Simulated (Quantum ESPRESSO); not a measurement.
TaZr2O5F3, input and log of a self-consistent run

A calculation, not a measurement. The program is pw.x of Quantum ESPRESSO 7.5 (plane-wave density functional theory). The cell is made up: 11 atoms on a rutile lattice with one site empty, with randomly drawn elements, strain and displacements, not relaxed. PseudoDojo standard norm-conserving files (v0.5 for PBE, v0.4.1 for LDA and PBEsol) set the functional; there is no spin polarisation, spin-orbit coupling or dispersion term, and the masses in the input are unused placeholders.

Input:

```
&control calculation='scf', pseudo_dir='./dojo.nc.sr.pbe.v0_5.standard.upf', outdir='./o', disk_io='low', tprnfor=.true., tstress=.true. /
&system ibrav=0, nat=11, ntyp=4, nbnd=50, ecutwfc=107.82251126, nosym=.true., tot_charge=0,
 occupations='smearing', smearing='fd', degauss=0.0018374661
/
&electrons conv_thr=7.350e-09, electron_maxstep=60, /
ATOMIC_SPECIES
F 1.0 F.upf
O 1.0 O.upf
Ta 1.0 Ta.upf
Zr 1.0 Zr.upf
CELL_PARAMETERS angstrom
4.7277 -0.0149 0.0333
-0.0149 4.7115 0.0756
0.044 0.0998 6.1108
ATOMIC_POSITIONS angstrom
Ta -0.0481 0.0599 0.0476
Zr 2.3729 2.3913 1.5672
Zr 0.0235 0.1149 3.0282
O 1.4761 1.3908 0.1224
O 3.2869 3.2989 0.1339
F 3.7888 0.9496 1.5506
O 0.8596 3.7682 1.6387
O 1.5093 1.4391 3.0008
O 3.3796 3.3163 3.1354
F 3.7737 1.0471 4.6056
F 0.8885 3.8138 4.7038
K_POINTS automatic
7 7 6 1 1 1
```

The log is shortened where brackets say so; the opening notice, blank lines, dates and the lines on written files are dropped, and the path of the files is cut. It prints rydbergs, bohrs and kilobars, and counts compression as positive stress. With no partly filled state, the Fermi energy that it prints is only some level between the filled and the empty states on the mesh, and need not lie in the true gap.

```
     Program PWSCF v.7.5
     Parallel version (MPI & OpenMP), running on       4 processor cores
     Number of MPI processes:                 4
     Threads/MPI process:                     1
     [start-up lines left out]
     bravais-lattice index     =            0
     lattice parameter (alat)  =       8.9343  a.u.
     unit-cell volume          =     918.2549 (a.u.)^3
     number of atoms/cell      =           11
     number of atomic types    =            4
     number of electrons       =        88.00
     number of Kohn-Sham states=           50
     kinetic-energy cutoff     =     107.8225  Ry
     charge density cutoff     =     431.2900  Ry
     scf convergence threshold =      7.3E-09
     mixing beta               =       0.7000
     number of iterations used =            8  plain     mixing
     Exchange-correlation= PBE
                           (   1   4   3   4   0   0   0)
     [axes and pseudopotential details left out]
   Cartesian axes
     site n.     atom                  positions (alat units)
         1        Ta     tau(   1) = (  -0.0101738   0.0126696   0.0100680  )
         2        Zr     tau(   2) = (   0.5018993   0.5057911   0.3314832  )
         3        Zr     tau(   3) = (   0.0049706   0.0243028   0.6405038  )
         4        O      tau(   4) = (   0.3122144   0.2941723   0.0258892  )
         5        O      tau(   5) = (   0.6952222   0.6977604   0.0283216  )
         6        F      tau(   6) = (   0.8013806   0.2008528   0.3279721  )
         7        O      tau(   7) = (   0.1818166   0.7970235   0.3466064  )
         8        O      tau(   8) = (   0.3192366   0.3043884   0.6347083  )
         9        O      tau(   9) = (   0.7148295   0.7014407   0.6631780  )
        10        F      tau(  10) = (   0.7981868   0.2214753   0.9741445  )
        11        F      tau(  11) = (   0.1879293   0.8066685   0.9949151  )
     number of k points=   147  Fermi-Dirac smearing, width (Ry)=  0.0018
     Number of k-points >= 100: set verbosity='high' to print them.
     Dense  grid:   138881 G-vectors     FFT dimensions: (  60,  60,  80)
     Estimated max dynamical RAM per process >     708.69 MB
     Estimated total dynamical RAM >       2.67 GB
     Initial potential from superposition of free atoms
     starting charge      87.9943, renormalised to      88.0000
     Starting wfcs are   62 randomized atomic wfcs
     total cpu time spent up to now is       14.0 secs
     per-process dynamical memory:   621.6 Mb
     Self-consistent Calculation
     iteration #  1     ecut=   107.82 Ry     beta= 0.70
     Davidson diagonalization with overlap
     ethr =  1.00E-02,  avg # of iterations =  2.0
     total cpu time spent up to now is       43.6 secs
     total energy              =    -644.59827272 Ry
     estimated scf accuracy    <       4.37624435 Ry
     iteration #  2     ecut=   107.82 Ry     beta= 0.70
     Davidson diagonalization with overlap
     ethr =  4.97E-03,  avg # of iterations =  6.6
     total cpu time spent up to now is       89.5 secs
     total energy              =    -640.54595830 Ry
     estimated scf accuracy    <      38.21214919 Ry
     iteration #  3     ecut=   107.82 Ry     beta= 0.70
     Davidson diagonalization with overlap
     ethr =  4.97E-03,  avg # of iterations =  5.6
     total cpu time spent up to now is      131.3 secs
     total energy              =    -646.83507038 Ry
     estimated scf accuracy    <       1.79629016 Ry
     iteration #  4     ecut=   107.82 Ry     beta= 0.70
     Davidson diagonalization with overlap
     ethr =  2.04E-03,  avg # of iterations =  2.0
     total cpu time spent up to now is      159.1 secs
     total energy              =    -646.91165655 Ry
     estimated scf accuracy    <       0.58205224 Ry
     iteration #  5     ecut=   107.82 Ry     beta= 0.70
     Davidson diagonalization with overlap
     ethr =  6.61E-04,  avg # of iterations =  5.2
     total cpu time spent up to now is      190.0 secs
     total energy              =    -646.86483143 Ry
     estimated scf accuracy    <       0.29389724 Ry
     [iterations 6 to 12 left out]
     iteration # 13     ecut=   107.82 Ry     beta= 0.70
     Davidson diagonalization with overlap
     ethr =  7.15E-09,  avg # of iterations =  3.3
     total cpu time spent up to now is      464.7 secs
     total energy              =    -646.86579753 Ry
     estimated scf accuracy    <       0.00000378 Ry
     iteration # 14     ecut=   107.82 Ry     beta= 0.70
     Davidson diagonalization with overlap
     ethr =  4.30E-09,  avg # of iterations =  2.0
     total cpu time spent up to now is      492.8 secs
     total energy              =    -646.86579789 Ry
     estimated scf accuracy    <       0.00000024 Ry
     iteration # 15     ecut=   107.82 Ry     beta= 0.70
     Davidson diagonalization with overlap
     ethr =  2.78E-10,  avg # of iterations =  4.6
     total cpu time spent up to now is      534.7 secs
     total energy              =    -646.86579799 Ry
     estimated scf accuracy    <       0.00000003 Ry
     iteration # 16     ecut=   107.82 Ry     beta= 0.70
     Davidson diagonalization with overlap
     ethr =  3.42E-11,  avg # of iterations =  3.1
     total cpu time spent up to now is      564.9 secs
     total energy              =    -646.86579799 Ry
     estimated scf accuracy    <       0.00000001 Ry
     iteration # 17     ecut=   107.82 Ry     beta= 0.70
     Davidson diagonalization with overlap
     ethr =  1.21E-11,  avg # of iterations =  2.1
     total cpu time spent up to now is      595.1 secs
     End of self-consistent calculation
     Number of k-points >= 100: set verbosity='high' to print the bands.
     the Fermi energy is     9.2356 ev
!    total energy              =    -646.86579799 Ry
     estimated scf accuracy    <          2.6E-09 Ry
     smearing contrib. (-TS)   =      -0.00000000 Ry
     internal energy E=F+TS    =    -646.86579799 Ry
     The total energy is F=E-TS. E is the sum of the following terms:
     one-electron contribution =    -221.73414524 Ry
     hartree contribution      =     157.18212622 Ry
     xc contribution           =    -145.07337845 Ry
     ewald contribution        =    -437.24040053 Ry
     convergence has been achieved in  17 iterations
     Forces acting on atoms (cartesian axes, Ry/au):
     atom    1 type  3   force =     0.11001974   -0.11630726   -0.11811450
     atom    2 type  4   force =    -0.07625185    0.11982941    0.12261324
     atom    3 type  4   force =     0.03587879   -0.08765653    0.14883043
     atom    4 type  2   force =    -0.14122824   -0.13330224   -0.04828294
     atom    5 type  2   force =     0.14826692    0.15088259   -0.06578228
     atom    6 type  1   force =    -0.00298124    0.00562090   -0.04684415
     atom    7 type  2   force =    -0.04612854    0.06386108   -0.11329883
     atom    8 type  2   force =    -0.05289571   -0.07008242    0.03511198
     atom    9 type  2   force =     0.02639010    0.03316324   -0.04342723
     atom   10 type  1   force =     0.01531720   -0.00533955    0.07138588
     atom   11 type  1   force =    -0.01638718    0.03933078    0.05780839
     Total force =     0.489338     Total SCF correction =     0.000089
     Computing stress (Cartesian axis) and pressure
          total   stress  (Ry/bohr**3)                   (kbar)     P=      168.43
   0.00066124  -0.00077226  -0.00040244           97.27     -113.60      -59.20
  -0.00077226   0.00063011  -0.00012453         -113.60       92.69      -18.32
  -0.00040244  -0.00012453   0.00214356          -59.20      -18.32      315.33
     init_run     :     13.18s CPU     13.89s WALL (       1 calls)
     electrons    :    578.13s CPU    581.20s WALL (       1 calls)
     forces       :      6.14s CPU      6.17s WALL (       1 calls)
     stress       :     21.69s CPU     22.32s WALL (       1 calls)
     [timing details left out]
     PWSCF        :  10m19.60s CPU  10m24.14s WALL
     JOB DONE.
```

In other units: free energy -8801.058 eV for the cell, pressure 16.84 GPa, largest force component 3.879 eV/Å. This run is the check on a run of the same cell at a cutoff of 1143 eV and k mesh 5 x 5 x 4: rerunning at a cutoff of 1467 eV and k mesh 7 x 7 x 6 moved values by no more than 0.004 eV in energy, 0.03 GPa in stress and 0.002 eV/Å in force.